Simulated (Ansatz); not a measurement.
Relaxed ZnS (zinc blende):

```xyz
2
Lattice="0.0000 2.7217 2.7217 2.7217 0.0000 2.7217 2.7217 2.7217 0.0000" Properties=species:S:1:pos:R:3 pbc="T T T"
S      4.0826     4.0826     4.0826
Zn     0.0000     0.0000     0.0000
```

A phonon eigenvector at Γ is frozen into this cell: atom i moves by Q times the vector below, so Q is the largest atomic displacement, in Å. The cell is held. It is one choice among 3 degenerate patterns.

```json
[
 {"atom": "S1", "x": "0.000", "y": "0.000", "z": "1.000"},
 {"atom": "Zn2", "x": "0.000", "y": "0.000", "z": "-0.490"}
]
```

The numbers are results of PBE (plane waves to 420 eV, PAW, scalar-relativistic; Ansatz, a first-principles code), not measurements. k mesh 10×10×10 (Γ-centred), Fermi-Dirac smearing 0.05 eV. E stands for the smeared free energy. ZnS was relaxed with its symmetry unable to fall. The zero of ΔE is the undisplaced structure.

```json
[
 {"Q (Å)": "-0.1000", "ΔE (meV/cell)": "59.0"},
 {"Q (Å)": "-0.0833", "ΔE (meV/cell)": "41.1"},
 {"Q (Å)": "-0.0667", "ΔE (meV/cell)": "withheld"},
 {"Q (Å)": "-0.0500", "ΔE (meV/cell)": "14.8"},
 {"Q (Å)": "-0.0333", "ΔE (meV/cell)": "6.6"},
 {"Q (Å)": "-0.0167", "ΔE (meV/cell)": "1.7"},
 {"Q (Å)": "0.0000", "ΔE (meV/cell)": "0.0"},
 {"Q (Å)": "0.0167", "ΔE (meV/cell)": "1.7"},
 {"Q (Å)": "0.0333", "ΔE (meV/cell)": "6.6"},
 {"Q (Å)": "0.0500", "ΔE (meV/cell)": "14.8"},
 {"Q (Å)": "0.0667", "ΔE (meV/cell)": "withheld"},
 {"Q (Å)": "0.0833", "ΔE (meV/cell)": "41.1"},
 {"Q (Å)": "0.1000", "ΔE (meV/cell)": "59.0"}
]
```

Fit an even polynomial form (powers 2, 4) to the given rows and predict ΔE at Q = 0.0667.

Least squares on the 11 given rows: ΔE = (5954)·Q² + (-5229)·Q⁴, in meV/cell with Q in Å; root-mean-square residual 0.03 meV/cell. At 0.0667 the fit gives 26.4 meV/cell; the calculation gives 26.3 meV/cell, so the interpolation is off by 0.1 (+0.4 %). The quadratic term alone would give 26.5 meV/cell.

(A displaced cell: forces are minus the slopes of the energy, force constants its curvatures, and phonons follow from these.)
